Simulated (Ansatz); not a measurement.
ZnCu₂GeS₄:
```
CELL_PARAMETERS angstrom
     -2.63352     2.63352     5.24167
      2.63352    -2.63352     5.24167
      2.63352     2.63352    -5.24167
ATOMIC_POSITIONS crystal
  Cu 0.00000 0.00000 0.00000
  Cu 0.75000 0.25000 0.50000
  Zn 0.25000 0.75000 0.50000
  Ge 0.50000 0.50000 0.00000
  S  0.63044 0.62067 0.49846
  S  0.12222 0.13199 0.50154
  S  0.37933 0.87778 0.00977
  S  0.86801 0.36956 0.99023
```

Relaxed with PBEsol.

### Question
Map the electron localisation function on the plane through (0.000, 0.000, 0.000) spanned by u = [1, 1, 0] and v = [1, -1, 0] in lattice vectors, from plane-wave PAW PBEsol (Ansatz code).

### Answer
x is the fraction of u, y of v (the angle between them is 90°; rows are the nearest grid lines); atoms in the plane: Cu at (0.00, 0.00), Cu at (0.50, 0.50), Ge at (0.00, 0.50), Ge at (0.50, 0.00), S at (0.12, 0.25), S at (0.62, 0.75), S at (0.12, 0.75), S at (0.62, 0.25).
```
y \ x   0.000  0.100  0.175  0.275  0.375  0.450  0.550  0.625  0.725  0.825  0.900   1.00
------  -----  -----  -----  -----  -----  -----  -----  -----  -----  -----  -----  -----
1.00    0.931  0.155  0.055  0.016  0.245  0.127  0.127  0.245  0.016  0.055  0.155  0.931
0.919   0.254  0.340  0.338  0.021  0.167  0.323  0.411  0.583  0.154  0.037  0.167  0.254
0.838   0.241  0.883  0.740  0.085  0.045  0.230  0.813  0.731  0.644  0.026  0.097  0.241
0.757   0.548  0.097  0.697  0.216  0.018  0.094  0.811  0.002  0.769  0.035  0.023  0.548
0.703   0.507  0.412  0.791  0.198  0.027  0.130  0.874  0.303  0.675  0.031  0.033  0.507
0.622   0.372  0.806  0.690  0.056  0.095  0.183  0.251  0.803  0.241  0.030  0.188  0.372
0.541   0.015  0.382  0.122  0.015  0.156  0.264  0.251  0.209  0.022  0.048  0.307  0.015
0.459   0.015  0.382  0.122  0.015  0.156  0.264  0.251  0.209  0.022  0.048  0.307  0.015
0.378   0.372  0.806  0.690  0.056  0.095  0.183  0.251  0.803  0.241  0.030  0.188  0.372
0.297   0.507  0.412  0.791  0.198  0.027  0.130  0.874  0.303  0.675  0.031  0.033  0.507
0.243   0.548  0.097  0.697  0.216  0.018  0.094  0.811  0.002  0.769  0.035  0.023  0.548
0.162   0.241  0.883  0.740  0.085  0.045  0.230  0.813  0.731  0.644  0.026  0.097  0.241
0.0811  0.254  0.340  0.338  0.021  0.167  0.323  0.411  0.583  0.154  0.037  0.167  0.254
0.000   0.931  0.155  0.055  0.016  0.245  0.127  0.127  0.245  0.016  0.055  0.155  0.931
```

The density is the valence pseudo-density with augmentation charge, so density and ELF within about 1 Å of a nucleus are not all-electron values.

Space group I-4. Symmetry was held in the PBEsol relaxation. No spin polarisation was allowed.

Potentials: the later of the program's two PAW sets.
